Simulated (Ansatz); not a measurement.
# Zn4S, before and after

A trial structure of Zn4S was built thus: random cell by space group and Wyckoff sites (P4/mmm, No. 123). The dimensions are guesses.

POSCAR.start

```
Zn S
1.0
     5.26227    0.00000    0.00000
     0.00000    5.26227    0.00000
     0.00000    0.00000    3.44803
Zn S
4 1
Direct
  0.81428 0.81428 0.00000
  0.18572 0.18572 0.00000
  0.18572 0.81428 0.00000
  0.81428 0.18572 0.00000
  0.00000 0.00000 0.50000
```

These are results of Ansatz, DFT PBE, scalar-relativistic, plane waves, PAW, not measurements. Cutoff 420 eV, Gaussian smearing, Γ-centred meshes. Cell and atoms relax first on a coarse mesh and then on a finer one. In between, the cell is made exact in the group found at 0.06 Å. In metals the finer mesh still leaves noise of several meV/atom or more. The steps can't lower the symmetry of their start. No spin polarisation.

POSCAR.end

```
Zn S
1.0
     5.36328    0.00000    0.00000
     0.00000    5.36328    0.00000
     0.00000    0.00000    3.39256
Zn S
4 1
Direct
  0.73508 0.73508 0.00000
  0.26492 0.26492 0.00000
  0.26492 0.73508 0.00000
  0.73508 0.26492 0.00000
  0.00000 0.00000 0.50000
```

The symmetry stays P4/mmm (No. 123). The volume per atom grows by 2.2 %, from 19.1 to 19.5 Å³. The shortest distance goes from 1.95 Å (Zn–Zn) to 2.52 Å (Zn–Zn). The energy falls by about 2.2 eV/atom (the start's value is from the coarse mesh).

```
Volume per atom                           : 19.52 Å³
Density                                   : 5.00 g/cm³
Formation energy                          : +0.08 eV/atom
Gap on the 8×8×12 mesh of the 5-atom cell : 0 eV (a metal)
```

The zero of energy is the elements' standard structures at the same level; no fitted shifts are applied. A positive value: parting into the elements would lower its energy.

The last run used Gaussian smearing of 0.10 eV. The reference form of S is held partly by dispersion forces, which this level lacks. A structure relaxed within its symmetry needn't be a true minimum. In all, the 3 runs took 2.2 min on 1 thread of Intel(R) Xeon(R) Processor @ 2.70GHz, with other jobs on the host. Another cell of Zn4S relaxed alike, in P-43m, lies 63 meV/atom lower, so this cell isn't the stable form at this level.
